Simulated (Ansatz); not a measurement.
## Mo (simple cubic): energy against volume

These are results of Ansatz, DFT, BLYP, plane waves (420 eV) with PAW, scalar-relativistic, not measurements. (PAW data from PBE, frozen cores regenerated.)

The cell is scaled uniformly from the relaxed one, with fractional coordinates and shape fixed. Energies are extrapolated to zero smearing, pressures are those at the given smearing. Magnetic state: spin not included.

A Birch-Murnaghan fit gives V₀ = 18.34 Å³/atom, B₀ = 173 GPa, B₀′ = 4.4.

Problem. What are the energy above the minimum and the pressure at 16.242 Å³/atom?

Solution. 161.8 meV/atom and 27.65 GPa as computed.

Problem. What are the energy above the minimum and the pressure at 16.980 Å³/atom?

Solution. 62.9 meV/atom and 16.06 GPa as computed.

Problem. What are the energy above the minimum and the pressure at 19.933 Å³/atom?

Solution. 64.0 meV/atom and -11.66 GPa as computed.
